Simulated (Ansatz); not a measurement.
# TiO₂ — experiment and calculation at the nuclei

**The experiment to reproduce.**

“Density functional theory-based electric field gradient database”, 2020, arXiv:2005.09255 quotes: |V_zz| at O 2.38 × 10²¹ V/m²; |V_zz| at Ti 2.21 × 10²¹ V/m².

Cell of run 1: a Materials Project structure (computed, not necessarily an observed phase).

Space group P4_2/mnm (No. 136); a = 4.5998, c = 2.9592 Å.

| site | Wyckoff | site symmetry | x | y | z |
| --- | --- | --- | --- | --- | --- |
| Ti | 2b | m.mm | 0.5000 | 0.5000 | 0.0000 |
| O | 4g | m.2m | 0.6957 | 0.6957 | 0.5000 |

One atom of each set is listed.

All runs are DFT with Ansatz 0.2.0 (plane waves and PAW, scalar-relativistic unless spin–orbit coupling is named, Γ-centred meshes, Fermi–Dirac smearing) in this cell.

Run 1: PBE, atoms as given; 420 eV, 7×7×11 k-points, smearing 0.01 eV.
Run 2: r2SCAN, at the relaxed atoms; 500 eV, 7×7×11 k-points, smearing 0.01 eV.
Run 3: r2SCAN, atoms relaxed; 500 eV, 7×7×11 k-points, smearing 0.01 eV.

Relaxed positions (PBE, cell held):

Ti (0.5000, 0.5000, 0.0000)
O (0.6957, 0.6957, 0.5000)

The measured V_zz are derived from measured couplings with the nuclear moments that the source uses.

Problem. What do the runs give for these quantities, and how close do they come?

Solution. 

```
    quantity       unit  measured  run 1  run 2  run 3
 |V_zz| at O  10²¹ V/m²      2.38   2.42   2.67   2.62
|V_zz| at Ti  10²¹ V/m²      2.21   2.04   2.09   2.25
```

For the |V_zz| at O, the closest is run 1 (+2 %), the farthest run 2 (+12 %). For the |V_zz| at Ti, the closest is run 3 (+2 %), the farthest run 1 (-8 %).

The cell is a computed one and can differ from the measured cell by some per cent in volume. The runs hold the atoms at rest, while the measurements include thermal motion. Runs that differ in both positions and method don't tell which of the two brings them nearer.
